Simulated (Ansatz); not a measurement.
RPA correlation energy of Al

Computed with Ansatz (0.2 early development build): the random-phase approximation on Kohn-Sham orbitals, among the valence electrons of the potentials. The first cell is shown; energies are per atom.

```yaml
crystal:
  lattice:
    - [0.00000, 2.02500, 2.02500]
    - [2.02500, 0.00000, 2.02500]
    - [2.02500, 2.02500, 0.00000]
  atoms:
    - { symbol: Al, position: [0.00000, 0.00000, 0.00000] }
```

- occupations: Fermi-Dirac
- smearing width: 0.1 eV
- left at the program's default: cutoff
- spin: none
- long-wavelength term: mesh_fit

| atoms | functional | potentials | mesh | bands | response cutoffs (eV) | correlation at each (eV) | extrapolated | result (eV) | time |
| --- | --- | --- | --- | --- | --- | --- | --- | --- | --- |
| 1 | PBE | norm-conserving (standard table) | 12x12x12 | default | 128 160 200 | -4.994 -5.027 -5.050 | yes | -5.109 | 110 s on 1 × GB300 with 11 threads of Grace, with other jobs on the host |
| 1 | PBE | norm-conserving (standard table) | 12x12x12 | 38 empty | 64 80 100 | -4.778 -4.874 -4.941 | yes | -5.115 | 48 s on 1 × GB300 with 36 threads of Grace |

Limits of these runs: no spin-orbit coupling; small test settings, not converged.

Task: How much of the correlation energy lies beyond the highest cutoff in the last run?

Result: At 100 eV the sum gives -4.941 eV an atom and the result is -5.115 eV, so 3.4 % comes from the extrapolation.
